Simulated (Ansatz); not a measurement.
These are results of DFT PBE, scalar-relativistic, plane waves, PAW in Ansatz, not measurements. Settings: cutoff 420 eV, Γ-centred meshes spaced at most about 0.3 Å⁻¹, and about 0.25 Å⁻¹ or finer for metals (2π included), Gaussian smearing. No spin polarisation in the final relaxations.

Temperature and zero-point effects are left out. All come from trial cells, and lower structures may exist.

Question: Which of these relaxed structures of NbPdSe₃ is the lowest in energy?
A.

```cif
data_structure
_symmetry_space_group_name_H-M 'P-6m2'
_symmetry_Int_Tables_number 187
_cell_length_a 3.8765
_cell_length_b 3.8765
_cell_length_c 10.8383
_cell_angle_alpha 90.000
_cell_angle_beta 90.000
_cell_angle_gamma 120.000
_cell_volume 141.05
loop_
_atom_site_label
_atom_site_type_symbol
_atom_site_symmetry_multiplicity
_atom_site_Wyckoff_symbol
_atom_site_fract_x
_atom_site_fract_y
_atom_site_fract_z
_atom_site_occupancy
Nb1 Nb 1 a 0.00000 0.00000 0.00000 1
Pd1 Pd 1 b 0.00000 0.00000 0.50000 1
Se1 Se 2 h 0.33333 0.66667 0.14426 1
Se2 Se 1 f 0.66667 0.33333 0.50000 1
```

B.

```cif
data_structure
_symmetry_space_group_name_H-M 'P6/mmm'
_symmetry_Int_Tables_number 191
_cell_length_a 5.5122
_cell_length_b 5.5122
_cell_length_c 5.0752
_cell_angle_alpha 90.000
_cell_angle_beta 90.000
_cell_angle_gamma 120.000
_cell_volume 133.55
loop_
_atom_site_label
_atom_site_type_symbol
_atom_site_symmetry_multiplicity
_atom_site_Wyckoff_symbol
_atom_site_fract_x
_atom_site_fract_y
_atom_site_fract_z
_atom_site_occupancy
Nb1 Nb 1 b 0.00000 0.00000 0.50000 1
Pd1 Pd 1 a 0.00000 0.00000 0.00000 1
Se1 Se 3 g 0.50000 0.00000 0.50000 1
```

C.

```cif
data_structure
_symmetry_space_group_name_H-M 'P4mm'
_symmetry_Int_Tables_number 99
_cell_length_a 4.7650
_cell_length_b 4.7650
_cell_length_c 6.8350
_cell_angle_alpha 90.000
_cell_angle_beta 90.000
_cell_angle_gamma 90.000
_cell_volume 155.19
loop_
_atom_site_label
_atom_site_type_symbol
_atom_site_symmetry_multiplicity
_atom_site_Wyckoff_symbol
_atom_site_fract_x
_atom_site_fract_y
_atom_site_fract_z
_atom_site_occupancy
Nb1 Nb 1 a 0.00000 0.00000 0.71375 1
Pd1 Pd 1 b 0.50000 0.50000 0.68892 1
Se1 Se 2 c 0.00000 0.50000 0.55554 1
Se2 Se 1 a 0.00000 0.00000 0.04794 1
```

Answer: C. It has space group P4mm (No. 99); the next, A, with space group P-6m2 (No. 187), lies 210 meV/atom higher. Counting Se atoms around Nb and Pd (those within 1.25 times the shortest such distance or 1.15 times the sum of covalent radii, 1.27 where that leaves under three; a plus sign parts nearer from farther groups), the lowest has Nb 1+4, Pd 4 and the next has Nb 6, Pd 3.

No dispersion correction is applied, so the spacing and binding between layers, chains or molecules are poorly described (P4mm, P-6m2), and this can change margins and order among such cells. In P4mm, P-6m2, P6/mmm an odd number of electrons in the primitive cell allows no gap without spin; a larger cell or a magnetic state could open one. A magnetic state wasn't ruled out in cells without spin, among them P4mm. Cells relaxed within their symmetry can be saddle points. Some structure types and database cells were kept out of the candidates from the start, so a known form may be missing.
